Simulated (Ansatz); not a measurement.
**BiTe: pressure against volume**

Reference cell: a COD entry whose atoms were relaxed with PBE, the cell held.

```
Bi Te
1.0
     4.42200    0.00000    0.00000
    -2.21100    3.82956    0.00000
     0.00000    0.00000   24.05000
Bi Te
6 6
Cartesian
  0.0000 0.0000 3.0006
  0.0000 0.0000 21.0494
  0.0000 2.5530 7.0134
  2.2110 1.2765 17.0366
  2.2110 1.2765 11.1821
  0.0000 2.5530 12.8679
  0.0000 2.5530 1.2889
  2.2110 1.2765 22.7611
  2.2110 1.2765 5.0197
  0.0000 2.5530 19.0303
  0.0000 0.0000 8.7447
  0.0000 0.0000 15.3053
```

Sites (sets of like atoms) are named by element and the number of their first atom in this list.

The numbers come from a DFT calculation in Ansatz (PBE, plane waves and PAW, scalar-relativistic, 420 eV cutoff, Γ-centred 11×11×2 k-points, Fermi–Dirac smearing 0.05 eV).

The cell is scaled uniformly, and the ions relax again at each size.

| V/V₀ | pressure (GPa) |
| --- | --- |
| 0.94 | ? |
| 0.96 | 4.0 |
| 0.98 | 3.0 |
| 1.00 | 2.0 |
| 1.02 | 1.3 |
| 1.04 | 0.6 |
| 1.06 | 0.0 |

Q: Estimate the row at V/V₀ = 0.94, the equilibrium volume and the bulk modulus.

A: pressure (GPa): 5.2. Worked: a parabola in ln(V/V₀) through the other 6 rows gives 5.1 GPa there. It crosses zero pressure at V/V₀ = 1.060, the equilibrium volume of this functional, where the bulk modulus is B = −dP/d ln V = 28 GPa. The shape of the cell is held, so in this non-cubic crystal both values are those of uniform scaling, and B is an upper bound to the hydrostatic one.
